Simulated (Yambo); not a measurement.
G0W0@LDA for Cs₂NaYF₆ (space group Fm-3m, No. 225) in Yambo. Reference settings: 2×2×2 Γ-centred k mesh, bands 2 to 286 and a 7 Ry block in the screening, 286 bands in G with the Bruneval-Gonze terminator, plasmon pole fitted at 27.2 eV. The LDA gap Γ → Γ on this mesh is 6.54 eV; G0W0 gaps are taken between the same points.

With and without the terminator, as bands are cut:

| bands in G (in W) | gap, terminator (eV) | gap, none (eV) | valence shift, terminator (eV) | valence shift, none (eV) |
|---|---|---|---|---|
| 75 (75) | 10.957 | 10.968 | -2.170 | -1.945 |
| 113 (113) | 10.542 | 10.486 | -2.117 | -1.871 |
| 161 (161) | 10.364 | 10.271 | -2.151 | -1.908 |
| 224 (224) | 10.296 | 10.188 | -2.206 | -1.985 |
| 286 (286) | 10.262 | 10.160 | -2.229 | -2.036 |

Over this range the gap spans 0.695 eV with the terminator and 0.808 eV without, the valence shift 0.112 eV and 0.165 eV. Neither column has reached its limit for certain.

Geometry of the Materials Project entry, not relaxed at this level; primitive cell a = b = c = 6.5064 Å, α = β = γ = 60.00°.

A shift is the quasiparticle energy of the state minus its LDA energy.
